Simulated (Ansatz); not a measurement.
Relaxed-ion elastic tensor of ZnGeO₃ in space group R-3 (No. 148; Zn on 6c, Ge on 6c, O on 18f) in GPa (Voigt order), DFT-PBEsol in the program Ansatz with PAW potentials; density 6.23 g/cm³, 9.91 Å³ per atom.

```
  357    161    100   18.4   -5.4    0.0
  161    357    100  -18.4    5.4    0.0
  100    100    262    0.0    0.0    0.0
 18.4  -18.4    0.0   25.8    0.0    5.4
 -5.4    5.4    0.0    0.0   25.8   18.4
  0.0    0.0    0.0    5.4   18.4   98.0
```

### Question
Is the crystal mechanically stable?

### Answer
Yes: the smallest eigenvalue of C is 21.0 GPa.

### Question
Work out the Voigt, Reuss and Hill averages.

### Answer
K_V = 189, K_R = 180, K_H = 185; G_V = 70.9, G_R = 40.2, G_H = 55.5 GPa.

### Question
Give Young's modulus, Poisson's ratio, Pugh's ratio and the universal anisotropy index.

### Answer
E = 9KG/(3K + G) = 151 GPa; ν = 0.36; K/G = 3.33 (ductile by the Pugh limit of 1.75); A_U = 5G_V/G_R + K_V/K_R − 6 = 3.87.

### Question
Estimate the sound speeds and the Debye temperature.

### Answer
v_l = √((K + 4G/3)/ρ) = 6440 m/s, v_t = √(G/ρ) = 2980 m/s, mean 3360 m/s; Θ = (h/k)(3n/4πV)^(1/3) v_m = 466 K.

### Question
How much does each axis shrink under pressure?

### Answer
Linear compressibilities β_i = Σ_j S_ij (j = 1 to 3): x 1.4, y 1.4, z 2.7 per TPa.

The first step of the workflow began from a Materials Project structure, measured or hypothetical; the Crystallography Open Database copy checked does not list it. Whether it is the stable phase at ambient conditions was not checked. The cell was relaxed with PBEsol under the symmetry of its start; whether a distortion lowers the energy is not shown.

Potentials: the later of the program's two PAW sets.
